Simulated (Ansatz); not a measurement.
B, diamond: geometry optimisation

These are results of DFT, r2SCAN, plane waves (500 eV) with PAW, scalar-relativistic in Ansatz 0.2.0, not measurements. (PAW data from PBE, frozen cores regenerated.)

k-point mesh 13×13×13, Fermi-Dirac smearing 0.1 eV, no spin polarisation. Cell and atoms relax.

Starting structure:

```yaml
crystal:
  lattice:
    - [0.0, 2.0683080914, 2.0683080914]
    - [2.0683080914, 0.0, 2.0683080914]
    - [2.0683080914, 2.0683080914, 0.0]
  atoms:
    - { symbol: B, position: [0.125, 0.125, 0.125] }
    - { symbol: B, position: [0.875, 0.875, 0.875] }
hamiltonian:
  xc: r2scan
  pseudopotentials:
    kind: paw
    azcp:
      B: "pseudopotentials/B.paw.azcp"
basis:
  ecutwfc: 500
  fft_grid_basis: typed
kpoints:
  mp_grid: { grid: [13, 13, 13], shift: [0, 0, 0] }
magnetization:
  spin_polarized: false
scf:
  occupations: { method: fermi_dirac, width: 0.1 }
relax:
  max_steps: 60
  f_tol: 0.01
  cell: {}
```

The pressure at the start is -9.8 GPa. By how much does the volume change?

From 8.85 to 8.33 Å³ per atom, -5.8 %. The final cell has a = 4.054 Å.

How much energy does the relaxation gain?

16.5 meV per atom.

Path of the relaxation (the plane waves are chosen anew near the end, which can shift the energy a little):

```csv
step,E − E(final) (meV/atom),V (Å³/atom),P (GPa),max force (eV/Å)
0,16.52,8.848,-9.77,0.000
1,2.23,8.516,-3.83,0.000
2,-0.04,8.316,0.32,0.000
3,-0.05,8.331,-0.01,0.000
4,0.00,8.331,-0.02,0.000
```
